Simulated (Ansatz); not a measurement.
**Quadrupolar parameters in SiNi2 at a changed volume**

The cell is a COD entry, relaxed with PBE at fixed cell and then changed (volume scaled by 0.94, ions relaxed).

Space group Pnma (No. 62); a = 4.8881, b = 3.6441, c = 6.9159 Å.

| site | Wyckoff | site symmetry | x | y | z |
| --- | --- | --- | --- | --- | --- |
| Si | 4c | .m. | 0.2933 | 0.2500 | 0.3874 |
| Ni5 | 4c | .m. | 0.9566 | 0.2500 | 0.7915 |
| Ni9 | 4c | .m. | 0.3296 | 0.2500 | 0.0611 |

One atom of each set is listed.

All values are calculated (Ansatz; DFT, PBE, plane waves and PAW, scalar-relativistic, collinear spin, 420 eV cutoff, Γ-centred 9×12×6 k-points, Fermi–Dirac smearing 0.05 eV), not measured. Start moments as typed (μB): 1.5 on each Ni, none on the rest.

C_Q = eQV_zz/h, which is 24.18 MHz for Q = 1 b and V_zz = 10²¹ V/m²; η = (V_xx − V_yy)/V_zz.

Ni-61: I = 3/2, Q = 162.0 mb. Nuclear quadrupole moments: year-2017 set (Pyykkö).

(1) Give the quadrupolar parameters of the distinct sites.

Results:

(1) 

| site | atoms | first shell | V_xx, V_yy, V_zz (10²¹ V/m²) | η | C_Q (MHz) |
| --- | --- | --- | --- | --- | --- |
| Si | 4 | 10 Ni at 2.26–2.65 Å | -1.19, -1.98, 3.17 | 0.25 | – |
| Ni5 | 4 | 5 Si at 2.29–2.52 Å, 8 Ni at 2.51–2.64 Å | 0.29, 1.96, -2.25 | 0.74 | -8.82 |
| Ni9 | 4 | 5 Si at 2.26–2.65 Å, 8 Ni at 2.51–2.64 Å | -0.36, -0.95, 1.31 | 0.45 | 5.13 |

Si has no stable isotope with a ground-state quadrupole moment in the table, so no C_Q is given.

With no gap above 0.1 eV, as in a metal, the gradients converge slowly in k; expect changes of a tenth or more on a denser mesh. With these PAW files V_zz is typically within 2 to 3 % of all-electron values, but misses above 10 % occur on Ni. At this changed cell the PBE pressure is 17 GPa. The start moments die out, and the run ends without spin.
